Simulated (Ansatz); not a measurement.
The calculation used Ansatz 0.2.0, DFT PBE, scalar-relativistic, plane waves, PAW. Settings: cutoff 420 eV, Γ-centred meshes spaced at most about 0.3 Å⁻¹, and about 0.25 Å⁻¹ or finer for metals (2π included), Gaussian smearing. No spin polarisation in the final relaxations.

These are static total energies at zero pressure. All come from trial cells, and lower structures may exist.

Question: Which of these relaxed structures of BiSe4 is the lowest in energy?
A.

```cif
data_structure
_symmetry_space_group_name_H-M 'I4/mmm'
_symmetry_Int_Tables_number 139
_cell_length_a 5.4399
_cell_length_b 5.4399
_cell_length_c 9.1956
_cell_angle_alpha 90.000
_cell_angle_beta 90.000
_cell_angle_gamma 90.000
_cell_volume 272.12
loop_
_atom_site_label
_atom_site_type_symbol
_atom_site_symmetry_multiplicity
_atom_site_Wyckoff_symbol
_atom_site_fract_x
_atom_site_fract_y
_atom_site_fract_z
_atom_site_occupancy
Bi1 Bi 2 a 0.00000 0.00000 0.00000 1
Se1 Se 4 e 0.50000 0.50000 0.18888 1
Se2 Se 4 d 0.00000 0.50000 0.25000 1
```

B.

```cif
data_structure
_symmetry_space_group_name_H-M 'I4/m'
_symmetry_Int_Tables_number 87
_cell_length_a 8.9178
_cell_length_b 8.9178
_cell_length_c 4.2684
_cell_angle_alpha 90.000
_cell_angle_beta 90.000
_cell_angle_gamma 90.000
_cell_volume 339.45
loop_
_atom_site_label
_atom_site_type_symbol
_atom_site_symmetry_multiplicity
_atom_site_Wyckoff_symbol
_atom_site_fract_x
_atom_site_fract_y
_atom_site_fract_z
_atom_site_occupancy
Bi1 Bi 2 a 0.00000 0.00000 0.00000 1
Se1 Se 8 h 0.18595 0.72169 0.00000 1
```

C.

```cif
data_structure
_symmetry_space_group_name_H-M 'Fd-3m:1'
_symmetry_Int_Tables_number 227
_cell_length_a 10.4495
_cell_length_b 10.4495
_cell_length_c 10.4495
_cell_angle_alpha 90.000
_cell_angle_beta 90.000
_cell_angle_gamma 90.000
_cell_volume 1141.00
loop_
_atom_site_label
_atom_site_type_symbol
_atom_site_symmetry_multiplicity
_atom_site_Wyckoff_symbol
_atom_site_fract_x
_atom_site_fract_y
_atom_site_fract_z
_atom_site_occupancy
Bi1 Bi 8 b 0.00000 0.00000 0.50000 1
Se1 Se 32 e 0.34752 0.34752 0.34752 1
```

D.

```cif
data_structure
_symmetry_space_group_name_H-M 'P-43m'
_symmetry_Int_Tables_number 215
_cell_length_a 5.2191
_cell_length_b 5.2191
_cell_length_c 5.2191
_cell_angle_alpha 90.000
_cell_angle_beta 90.000
_cell_angle_gamma 90.000
_cell_volume 142.16
loop_
_atom_site_label
_atom_site_type_symbol
_atom_site_symmetry_multiplicity
_atom_site_Wyckoff_symbol
_atom_site_fract_x
_atom_site_fract_y
_atom_site_fract_z
_atom_site_occupancy
Bi1 Bi 1 a 0.00000 0.00000 0.00000 1
Se1 Se 4 e 0.30632 0.69368 0.69368 1
```

Answer: B. It has space group I4/m (No. 87); the next, A, with space group I4/mmm (No. 139), lies 201 meV/atom higher. Counting Se atoms around Bi (those within 1.25 times the shortest such distance or 1.15 times the sum of covalent radii, 1.27 where that leaves under three; a plus sign parts nearer from farther groups), the lowest has Bi 4 and the next has Bi 2+8. The lowest holds Se–Se chains (shortest 2.47 Å); in the next the shortest Se–Se distance is 2.78 Å, near bonding range too. Even the lowest lies +0.06 eV/atom against the elements.

Spin–orbit coupling, which can matter for Bi, is left out. In I4/m, I4/mmm, P-43m an odd number of electrons in the primitive cell allows no gap without spin; a larger cell or a magnetic state could open one. A magnetic state wasn't ruled out in cells without spin, among them I4/mmm, P-43m, Fd-3m. Cells relaxed within their symmetry can be saddle points. Some structure types and database cells were kept out of the candidates from the start, so a known form may be missing.
